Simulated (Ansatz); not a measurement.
What a trial cell of ScBi2 relaxes into

Level of theory: DFT r2SCAN, scalar-relativistic, plane waves, PAW in Ansatz. Cutoff 500 eV, Γ-centred k mesh, Gaussian smearing, no spin polarisation in the final step.

ScBi2 was placed on the cubic Laves (C15) structure type (Fd-3m, No. 227), with Sc in place of Mg, Bi in place of Cu, at a guessed volume.

```xyz
6
Lattice="0.0000 4.3363 4.3363 4.3363 0.0000 4.3363 4.3363 4.3363 0.0000" Properties=species:S:1:pos:R:3 pbc="T T T"
Sc    0.0000    0.0000    0.0000
Sc    2.1682    2.1682    2.1682
Bi    5.4204    5.4204    5.4204
Bi    5.4204    3.2522    3.2522
Bi    3.2522    3.2522    5.4204
Bi    3.2522    5.4204    3.2522
```

Cell and atoms relax at zero pressure; the relaxation can't lower the symmetry of the start. After a coarse first stage the cell is made exact in the group found at 0.06 Å.

Q: Describe the relaxed structure.

A: It keeps Fd-3m (No. 227). The result has the cubic Laves (C15) structure. Conventional cell: a = 9.052 Å. Sc has 12 Bi at 3.75 Å and 4 Sc at 3.92 Å; Bi is coordinated by 6 Bi at 3.20 Å and 6 Sc at 3.75 Å.

```
Sc Bi
1.0
     0.00000    4.52625    4.52625
     4.52625    0.00000    4.52625
     4.52625    4.52625    0.00000
Sc Bi
2 4
Cartesian
  0.0000 0.0000 0.0000
  2.2631 2.2631 2.2631
  5.6578 5.6578 5.6578
  5.6578 3.3947 3.3947
  3.3947 3.3947 5.6578
  3.3947 5.6578 3.3947
```

Q: What are its volume, density and gap?

A: The volume per atom is 30.91 Å³ and the density is 8.29 g/cm³. The gap on the 8×8×8 mesh is 0 eV (a metal).

The final run used a 8×8×8 mesh on its 6-atom cell and 0.10 eV smearing. Spin–orbit coupling is left out. Symmetry constrained the relaxation, so the result can be a saddle point.

Cost: 3 runs of about 3.1 core-minutes in all, on Arm Neoverse V1 (shared hosts).